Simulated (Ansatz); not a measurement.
Data:

LiH (rock salt)

```
LiH
1.0
    0.00000     4.00712     4.00712
    2.00356     0.00000     2.00356
    2.00356     2.00356     0.00000
H Li
2 2
Direct
  0.00000   0.00000   0.00000
  0.50000   0.00000   0.00000
  0.25000   0.50000   0.50000
  0.75000   0.50000   0.50000
```

A phonon eigenvector at L = (0.5, 0.0, 0.0) is frozen into this cell: atom i moves by Q times the vector below, so Q is the largest atomic displacement, in Å. The cell is held. It is one choice among 2 degenerate patterns. (q is in reciprocal vectors of the primitive cell; the cell shown is doubled to hold the pattern.)

```csv
atom,x,y,z
Li3,-0.285,0.520,-0.805
Li4,0.285,-0.520,0.805
```

Atoms not listed stay in place.

These are PBE (plane waves to 420 eV, PAW, scalar-relativistic; Ansatz, a quantum-chemistry and plane-wave program) values and carry that method's errors. k mesh 7×14×14 (Γ-centred), Fermi-Dirac smearing 0.05 eV. Energies are smeared free energies. LiH was relaxed with its symmetry unable to fall. ΔE is measured from the undisplaced structure.

The scan covers Q from -0.100 to 0.100 Å in 13 points.

Task: Which space group does the distorted structure have?

Result: P-1 (No. 2), lowered from Fm-3m.

Task: Is this a single well or a double well?

Result: A single well with its minimum at or next to zero displacement.

Task: What is the energy change at Q = 0.100 Å?

Result: 18.9 meV/cell.

Task: What harmonic wavenumber does the curvature at Q = 0 give?

Result: 272 cm⁻¹.

(A displaced cell: forces are minus the slopes of the energy, force constants its curvatures, and phonons follow from these.)
